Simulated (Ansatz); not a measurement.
The cell is an ordered 6-atom cell of In3SbAs2 on the zincblende lattice (I-4m2); cell and atoms were relaxed with r2SCAN. Space group I-4m2 (No. 119), tetragonal; a = 4.429 Å, c = 18.760 Å in the conventional setting, 30.66 Å³ an atom. Around As lie 4 In at 2.67 Å; around In lie 4 As at 2.67 Å; around In lie 2 As at 2.67 Å and 2 Sb at 2.80 Å; around Sb lie 4 In at 2.80 Å.

```cif
data_structure
_symmetry_space_group_name_H-M 'P 1'
_symmetry_Int_Tables_number 1
_cell_length_a 9.8890
_cell_length_b 9.8890
_cell_length_c 9.8890
_cell_angle_alpha 154.122
_cell_angle_beta 154.122
_cell_angle_gamma 36.922
_cell_volume 183.97
loop_
_atom_site_label
_atom_site_type_symbol
_atom_site_fract_x
_atom_site_fract_y
_atom_site_fract_z
_atom_site_occupancy
As1 As 0.17069 0.17069 0.00000 1
In1 In 0.75000 0.25000 0.50000 1
As2 As 0.82931 0.82931 0.00000 1
In2 In 0.40888 0.90888 0.50000 1
Sb1 Sb 0.50000 0.50000 0.00000 1
In3 In 0.09112 0.59112 0.50000 1
```

The questions ask for values computed with the PAW code Ansatz on this geometry. No magnetic order and no zero-point or thermal motion; the cell was built from a prototype and may be hypothetical.

Given (8×8×8 mesh): PBE gives a gap of zero: filled and empty bands touch at Γ.

Problem. Estimate the gap with PBE+SOC on 8×8×8.

Solution. PBE+SOC gives an indirect gap of 0.07 eV, from Γ–M (0.25 of the way from Γ) to Γ; the least direct gap is 0.08 eV at Γ. (This is within a few times the smearing of 0.02 eV, so the filling near the edges can be smeared.) Least and direct gap differ so little that the kind isn't settled.

Problem. What does r2SCAN give for the gap (8×8×8 mesh)?

Solution. r2SCAN gives a gap of zero: filled and empty bands touch at Γ.

Problem. How does the gap change from PBE to HSE06 (6×6×6)?

Solution. HSE06 gives a direct gap of 0.13 eV at Γ.

Only the levels marked +SOC include spin-orbit coupling.

Gaps or overlaps of about a tenth of an eV are at the limit of these meshes: between the points read a gap can be smaller or closed.

Small gaps with spin-orbit coupling can be splittings of inverted bands, not the fundamental gap; semilocal functionals often invert bands that the real crystal keeps in order.
